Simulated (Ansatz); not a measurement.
Ta$_{3}$W:
```xyz
4
Lattice="0.0000 3.2632 3.2632 3.2632 0.0000 3.2632 3.2632 3.2632 0.0000" Properties=species:S:1:pos:R:3 pbc="T T T"
Ta     1.6316     1.6316     1.6316
Ta     4.8948     4.8948     4.8948
Ta     3.2632     3.2632     3.2632
W      0.0000     0.0000     0.0000
```

Relaxed with r²SCAN. Special points in fractions of this cell's reciprocal vectors: Γ (0.000, 0.000, 0.000); X (0.500, 0.000, 0.500); U (0.625, 0.250, 0.625); K (0.375, 0.375, 0.750); L (0.500, 0.500, 0.500); W (0.500, 0.250, 0.750).

**Question.** List the band energies nearest the Fermi level at these points for r²SCAN in the plane-wave PAW code Ansatz.

**Answer.** In eV from the Fermi level; about four levels below and three above (degenerate sets whole), none deeper than 8.9 eV; points with the same levels are listed once.

```tsv
k	below	above
Γ	-1.71 -1.71 -1.71 -1.49 -1.49 -1.49	0.54 0.54 0.54
X	-1.95 -1.95 -1.41 -0.99	0.86 0.86 1.26 1.26
U	-1.24 -0.11 -0.10 -0.02	0.25 1.89 2.10
L	-1.55 -1.55 -1.13 -1.13	3.81 3.81 4.28 4.28
W	-0.69 -0.67 -0.57 -0.57	2.52 2.68 2.68
```

Space group Fm-3m. The workflow started from a Materials Project entry (that database holds measured and hypothetical structures alike); the Crystallography Open Database copy checked does not list it. With Ta and W taken as one species the cell has the higher symmetry Im-3m, so it may be an ordered model of a mixed-site phase. Its standing as an ambient phase is unchecked. The cell was relaxed with r²SCAN under the symmetry of its start; whether a distortion lowers the energy is not shown. No spin polarisation was allowed. Spin–orbit coupling is left out wherever it is not named.

Potentials: the later of the program's two PAW sets.
